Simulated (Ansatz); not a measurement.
## CsCl-type GdMn

Computed with Ansatz (plane waves, PAW, 420 eV cutoff): PBE+U (U_eff = 6 eV on Gd 4f), scalar-relativistic, collinear spin, Γ-centred 8×8×8 mesh, 0.05 eV Gaussian smearing; PAW files: Ansatz's generated set soft_2.

```yaml
crystal:
  lattice:
    - [3.56237, 0.00000, 0.00000]
    - [0.00000, 3.56237, 0.00000]
    - [0.00000, 0.00000, 3.56237]
  atoms:
    - { symbol: Gd, position: [0.00000, 0.00000, 0.00000] }
    - { symbol: Mn, position: [0.50000, 0.50000, 0.50000] }
```

The structure was built from a prototype; whether the compound forms in it isn't claimed.

Magnetic state: ferrimagnetic, site spin moments Gd 7.36; Mn -3.56 μB.

The cell has space group Pm-3m (read at 0.01 Å). In it the stress is -0.03, -0.03, -0.03, 0.00, 0.00, 0.00 GPa and the largest force component 0.000 eV/Å. Each change below starts from this cell, without further relaxation. Stress is in GPa, positive in compression, in the order xx, yy, zz, yz, xz, xy; energies are counted from the cell above and are free energies with the smearing's entropy, which match forces and stress in a metal.

Question: What happens when atom 1 (Gd) is moved by 0.02 Å along x?

Answer: The energy changes by 0.5 meV per cell, and the force on it along the shift is -0.054 eV/Å (−F/u = 2.68 eV/Å²). Stress: -0.03, -0.03, -0.03, 0.00, 0.00, 0.00.
```tsv
atom	Fx (eV/Å)	Fy	Fz
Gd1	-0.054	0.000	0.000
Mn2	0.053	0.000	0.000
```

Question: What stress follows from an engineering strain of 1 % in xz, atoms carried along?

Answer: -0.03, -0.03, -0.03, 0.00, -0.30, 0.00 GPa; the energy changes by 0.4 meV per cell.
The change of the stress over the strain gives a clamped-atom stiffness of about 30 GPa for this component.

Question: All atoms and the cell are disturbed at random:
```
CELL_PARAMETERS angstrom
3.57600 -0.00195 0.03766
-0.00195 3.58280 -0.02905
0.03766 -0.02905 3.54379
ATOMIC_POSITIONS crystal
Gd 0.96063 0.99644 0.97300
Mn 0.53937 0.50356 0.52700
```
Give the energy change, the stress and the forces.

Answer: 176.0 meV per cell; stress 0.37, 1.04, 0.44, 0.56, 0.98, 0.22 GPa. Spin moments: Gd 7.27; Mn -3.40 μB.
| atom | Fx (eV/Å) | Fy | Fz |
| --- | --- | --- | --- |
| Gd1 | 0.881 | 0.126 | 0.624 |
| Mn2 | -0.881 | -0.126 | -0.624 |

Open d and f shells can converge to several self-consistent states; this is the one that the run reached. The equation of state at this level isn't smooth, a sign that the magnetic state shifts with volume and isn't converged in the mesh. Scalar-relativistic only: spin–orbit splittings of the heavy atoms' levels are missing. Site moments are of spin, integrated over atomic spheres.
